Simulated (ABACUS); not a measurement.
ABACUS run on C (P6_3/mmc, 4 atoms in the cell; from Materials Project mp-48, changed as shown): self-consistent single point.

Method: PBE, PseudoDojo 0.5 standard norm-conserving PBE (tails mended) pseudopotentials (plane waves; ABACUS).

The change in words: volume scaled by 0.98. Reference geometry (P6_3/mmc):
```
CELL_PARAMETERS angstrom
      2.46729     0.00000     0.00000
     -1.23365     2.13674     0.00000
      0.00000     0.00000     7.80307
ATOMIC_POSITIONS crystal
  C  0.00000 0.00000 0.25000
  C  0.00000 0.00000 0.75000
  C  0.33333 0.66667 0.25000
  C  0.66667 0.33333 0.75000
```

Reference input (self-consistent single point, DFT, PBE, plane waves, PseudoDojo 0.5 standard norm-conserving PBE (tails mended) pseudopotentials): KPT = Gamma 15 15 5 0 0 0; basis_type = pw; ecutwfc = 82 Ry; smearing_method = mp; smearing_sigma = 0.0199916 Ry; potentials = PseudoDojo 0.5 standard norm-conserving PBE (tails mended); symmetry = 1; ks_solver = cg; scf_nmax = 100; scf_thr = 1.0e-09 Ry; mixing_type = broyden. This run's input differs from it in these lines:

```diff
@@ -24,5 +24,5 @@
 LATTICE_VECTORS
-   2.4672900000    0.0000000000    0.0000000000
-  -1.2336450000    2.1367360000    0.0000000000
-   0.0000000000    0.0000000000    7.8030700000
+   2.4507300000    0.0000000000    0.0000000000
+  -1.2253650000    2.1223940000    0.0000000000
+   0.0000000000    0.0000000000    7.7506960000
 
@@ -34,6 +34,6 @@
 4
-   0.0000000000    0.0000000000    1.9507675000
-   0.0000000000    0.0000000000    5.8523025000
-  -0.0000012336    1.4244913789    1.9507675000
-   1.2336462336    0.7122446211    5.8523025000
+   0.0000000000    0.0000000000    1.9376740000
+   0.0000000000    0.0000000000    5.8130220000
+  -0.0000012254    1.4149300408    1.9376740000
+   1.2253662254    0.7074639592    5.8130220000
 # file: KPT
```

Log, with long lists cut:

```
 SELF-CONSISTENT
 -------------------------------------------
                                 init_chg = atomic

 PW ALGORITHM --------------- ION=   1  ELEC=   1--------------------------------

 Density error is 0.405996726049
                          Error Threshold = 0.01
 E_KohnSham     -48.1249264509       -654.7732155629
 E_Fermi        0.2800999109         3.8109547978

 PW ALGORITHM --------------- ION=   1  ELEC=   2--------------------------------

 Density error is 0.00363118404067
                          Error Threshold = 0.00253747953781
 E_KohnSham     -48.1880547166       -655.6321196816
   [... lines left out ...]

 Density error is 4.66163396611e-09
                          Error Threshold = 1.10305954204e-09
 E_KohnSham     -48.1901127615       -655.6601208182
 E_Fermi        0.4149958573         5.6463083052

 PW ALGORITHM --------------- ION=   1  ELEC=   8--------------------------------

 Density error is 9.818203146e-10
                          Error Threshold = 2.91352122882e-11
 E_KohnSham     -48.1901127651       -655.6601208686
 E_KS(sigma->0) -48.1900732726       -655.6595835448
 E_entropy(-TS) -0.0001184777        -0.0016119715
 E_Fermi        0.4150135123         5.6465485145
 charge density convergence is achieved
 final etot is -655.66012087 eV
 EFERMI = 5.6465485145 eV

 STATE ENERGY(eV) AND OCCUPATIONS    NSPIN == 1
   [... 15 lines left out ...]

 TOTAL-FORCE (eV/Angstrom)
                        C1        -0.0000792283         0.0000457425         0.0000000000
                        C2         0.0000792283        -0.0000457425         0.0000000000
                        C3         0.0000784439        -0.0000452896         0.0000000000
                        C4        -0.0000784439         0.0000452896         0.0000000000

 TOTAL-STRESS (KBAR)
        68.7757277718        -0.0009068900        -0.0000000000
        -0.0009068900        68.7747089599         0.0000000000
        -0.0000000000         0.0000000000         3.2398663328
 TOTAL-PRESSURE: 46.930101 KBAR

 --------------------------------------------
 !FINAL_ETOT_IS -655.6601208685743813 eV
 --------------------------------------------
```

The run converged in 8 iterations. Against the reference run the free energy rises by 3.0 meV/atom and the pressure goes from -0.24 to 4.69 GPa.

The structure comes from a collection of computed structures, made at another level of theory; the collection holds predicted forms beside known ones.

Cost on one core: very roughly 3 core-minutes.

“Tails mended”: in these copies of the files the far tail of each local potential was reset to the Coulomb form.
